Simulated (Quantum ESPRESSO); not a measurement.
Field gradients of Al$_{2}$O$_{3}$ from the PAW reconstruction of the field gradient on a scalar-relativistic PBE ground state (a modified build of Quantum ESPRESSO, JTH datasets). The input of pw.x:

```
&CONTROL
  calculation = 'scf'
  prefix = 'x'
  pseudo_dir = './pseudo'
  outdir = './out'
  tprnfor = .true.
/
&SYSTEM
  ibrav = 0
  nat = 10
  ntyp = 2
  ecutwfc = 45
  ecutrho = 180
  occupations = 'fixed'
  nbnd = 28
/
&ELECTRONS
  conv_thr = 1e-11
/
ATOMIC_SPECIES
Al 26.982 Al.GGA_PBE-JTH.UPF
O 15.999 O.GGA_PBE-JTH.UPF
CELL_PARAMETERS angstrom
    2.379075890217     1.373560105639     4.329900000000
   -2.379075890217     1.373560105639     4.329900000000
    0.000000000000    -2.747120211278     4.329900000000
ATOMIC_POSITIONS crystal
Al     0.351882514000     0.351882514000     0.351882514000
Al     0.148117486000     0.148117486000     0.148117486000
Al     0.648117486000     0.648117486000     0.648117486000
Al     0.851882514000     0.851882514000     0.851882514000
O      0.556223573000     0.943776427000     0.250000000000
O      0.250000000000     0.556223573000     0.943776427000
O      0.943776427000     0.250000000000     0.556223573000
O      0.443776427000     0.056223573000     0.750000000000
O      0.750000000000     0.443776427000     0.056223573000
O      0.056223573000     0.750000000000     0.443776427000
K_POINTS automatic
6 6 6 0 0 0
```
The cell was made here from an entry of the Crystallography Open Database (unchecked): atoms relaxed with PBE in the measured cell (PBE without dispersion, pw.x of Quantum ESPRESSO, symmetry kept).  Stability against distortions was not tested.

Vzz is the sum of three terms, each taken along its main axis: the smooth valence density, the ions (nucleus and frozen core) with the augmentation charges of all other spheres, and the all-electron minus smooth density in the atom's own sphere. The split hangs on the datasets.  Cores are frozen. Against all-electron runs on small test molecules, this scheme's |Vzz| missed by −7 % on Al, −2 to +6 % on O.

```
site                         smooth valence density  ions and other spheres  own sphere  Vzz (a.u.)
---------------------------  ----------------------  ----------------------  ----------  ----------
Al (atoms 1, 2, 3, 4)                         0.040                  -0.033  (withheld)  (withheld)
O (atoms 5, 6, 7, 8, 9, 10)                   0.072                  -0.168  (withheld)  (withheld)
```

**Question.** What belongs in the gaps?

**Answer.** 
- Al (atoms 1, 2, 3, 4), own sphere: 0.051
- Al (atoms 1, 2, 3, 4), Vzz (a.u.): 0.058
- O (atoms 5, 6, 7, 8, 9, 10), own sphere: -0.294
- O (atoms 5, 6, 7, 8, 9, 10), Vzz (a.u.): -0.391
